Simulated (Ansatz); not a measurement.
MnGePd:
```xyz
9
Lattice="6.6108 0.0000 0.0000 -3.3054 5.7252 0.0000 0.0000 0.0000 3.6602" Properties=species:S:1:pos:R:3 pbc="T T T"
Ge     0.0000     3.8168     0.0000
Ge     3.3054     1.9084     0.0000
Ge     0.0000     0.0000     1.8301
Pd     1.7196     0.0000     0.0000
Pd     2.4456     4.2359     0.0000
Pd    -0.8598     1.4892     0.0000
Mn     3.8890     0.0000     1.8301
Mn     1.3609     2.3572     1.8301
Mn    -1.9445     3.3679     1.8301
```
The run is spin-polarised; directions of the spins, atom by atom: ↓ ↓ 0 0 0 0 ↑ ↑ ↑.

Relaxed with r²SCAN.

Problem. Give the Bader charges and basin volumes of the independent atoms, plane-wave PAW r²SCAN (Ansatz code).

Solution. 

```tsv
atom	Bader charge (e)	Bader volume (Å³)
Ge1	-0.39	17.3
Ge3	+0.03	14.4
Pd4	-0.61	17.8
Mn7	+0.86	12.1
```

Space group P-62m. The workflow started from an entry of the Crystallography Open Database (COD). Its standing as an ambient phase is unchecked. Symmetry was held in the r²SCAN relaxation; whether a distortion lowers the energy is not shown. The final state is ferromagnetic, chosen from 3 collinear starts compared on coarse meshes (ties went to the first, and starts can fall back to one state), not a proven ground state. Other orbital occupations within this spin state were not tried.

Potentials: the later of the program's two PAW sets.
